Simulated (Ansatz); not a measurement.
NbAs:
```cif
data_As2Nb2
_chemical_formula_sum 'Nb2 As2'
_space_group_name_H-M_alt 'P 1'
_space_group_IT_number 1
_cell_length_a 6.36746
_cell_length_b 6.36746
_cell_length_c 6.36746
_cell_angle_alpha 148.347
_cell_angle_beta 148.347
_cell_angle_gamma 45.373
loop_
_space_group_symop_operation_xyz
  'x, y, z'
loop_
_atom_site_label
_atom_site_type_symbol
_atom_site_fract_x
_atom_site_fract_y
_atom_site_fract_z
_atom_site_occupancy
Nb1 Nb 0.99939 0.99939 0.00000 1
Nb2 Nb 0.74939 0.24939 0.50000 1
As1 As 0.41761 0.41761 0.00000 1
As2 As 0.16761 0.66761 0.50000 1
```

This is the PBE-relaxed structure.

Question: All from plane-wave PAW PBE (Ansatz code), unless another level is named. Estimate the electronic character.

Answer: no gap, with almost no states at the Fermi level (zero-gap or semimetallic).

Question: Give the formation energy from the elements (no fitted shifts).

Answer: -0.69 eV/atom.

Space group I4_1md. Symmetry was held in the PBE relaxation. No spin polarisation was allowed. A small band overlap can be real or an error of a semilocal functional. The references are the lowest solids computed at this level, not always the standard phases. Spin–orbit coupling is left out wherever it is not named.

Potentials: the earlier of the program's two PAW sets.
